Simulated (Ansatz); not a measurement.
Rb2TlInCl6 in space group Fm-3m (No. 225; Rb on 8c, Tl on 4b, In on 4a, Cl on 24e), PBE (plane waves, PAW; program Ansatz), all energies at zero smearing, with the estimated change up to a 700 eV cutoff added, with one set of potentials and settings (totals compare only within such a set). Cell of 10 atoms (2 Rb, 1 Tl, 1 In, 6 Cl): -30068.203 eV.

```json
[
 {"element": "Rb", "reference phase": "Cmcm, 2 atoms in the cell", "E (eV/atom)": "-3267.3525"},
 {"element": "Tl", "reference phase": "P6_3/mmc, 2 atoms in the cell", "E (eV/atom)": "-11444.1498"},
 {"element": "In", "reference phase": "I4/mmm, 1 atoms in the cell", "E (eV/atom)": "-5597.8481"},
 {"element": "Cl", "reference phase": "Cmce, 4 atoms in the cell", "E (eV/atom)": "-1079.4982"}
]
```

Formation energy per atom, worked out: (-30068.203 − 2×(-3267.3525) − 1×(-11444.1498) − 1×(-5597.8481) − 6×(-1079.4982))/10 = -1.451 eV/atom (-140 kJ per mol of atoms), at 0 K, without zero-point energy or fitted corrections.

The workflow started from a Materials Project entry (that database holds measured and hypothetical structures alike); the Crystallography Open Database copy checked does not list it. Its standing as an ambient phase is unchecked. The PBE relaxation kept the symmetry of its start; whether a distortion lowers the energy is not shown. The references are the lowest solids computed at this level, not always the standard phases (solids in place of the gases). Scalar-relativistic: spin–orbit coupling is off unless named, which matters more the heavier the elements.

Potentials: the later of the program's two PAW sets.
